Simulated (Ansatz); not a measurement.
Single point in Ansatz 0.2.0 with r2SCAN, no spin polarisation. Cutoff 500 eV, PAW datasets, 6×6×6 Γ-centred k mesh, fermi-dirac filling (width 0.1 eV).

Computed maps in the lattice plane spanned by b (left to right, 7.09 Å, 21 points from zero) and c (bottom to top, 7.09 Å, 21 points from zero), 60° apart, at height 0.250 along a. The fields are smooth PAW ones with compensation charges, not the true ones near nuclei.

Valence density. Digits on a logarithmic scale: 0 up to 0.03 e/Å³, each further digit a factor of 1.6, 9 from 1.3 e/Å³ up:
```
345554210113455543333
457776531113577765433
468999753113689997543
458999975223589999753
347980996422479809964
335898897532358989975
323689997543346899975
322357887543334578875
311234565433333345654
211112333323333223333
122322111122344322111
135654310113455542111
146898631013577765310
147999963113689997531
137999996313589899752
225999998422479809964
313699999521358989975
311369998631236899975
311135776521123578875
321112344321122345654
333332111112333334443
```

ELF. Ten even steps from '0' (0.02) to '9' (0.88):
```
036886200004787520000
158999840005899984100
169999982004899999510
169977996102799779940
038962798300599527982
017996699500169957995
103899999610027999997
300589998510002699998
300047887310100157887
100001453100000002454
000000000000111000000
004763000001356531000
038999710003789986200
039989981005899999840
018951797004899679982
006980199301799627996
301898589600489967998
300189999700058999998
200016898400003789986
000000133000000136653
002330000001331001110
```

Problem. The cell is Sr₂InAgCl₆. Which atoms lie within 0.2 Å of this plane, and where (fractions of b and c)?

Solution. Sr at (0.25, 0.25), Cl at (0.76, 0.24), Cl at (0.76, 0.76), Cl at (0.24, 0.76). The whole cell:
```
Sr In Ag Cl
1.0
     0.00000    5.01153    5.01153
     5.01153    0.00000    5.01153
     5.01153    5.01153    0.00000
Sr In Ag Cl
2 1 1 6
Direct
  0.25000 0.25000 0.25000
  0.75000 0.75000 0.75000
  0.00000 0.00000 0.00000
  0.50000 0.50000 0.50000
  0.76021 0.23979 0.23979
  0.23979 0.76021 0.23979
  0.23979 0.76021 0.76021
  0.76021 0.23979 0.76021
  0.23979 0.23979 0.76021
  0.76021 0.76021 0.23979
```

Origin: a known structure type with other elements, at an estimated volume, so it need not be a known compound. Caveats: many states at the Fermi level without spin polarisation, so a magnetic state may lie lower; atoms or cell far from equilibrium.
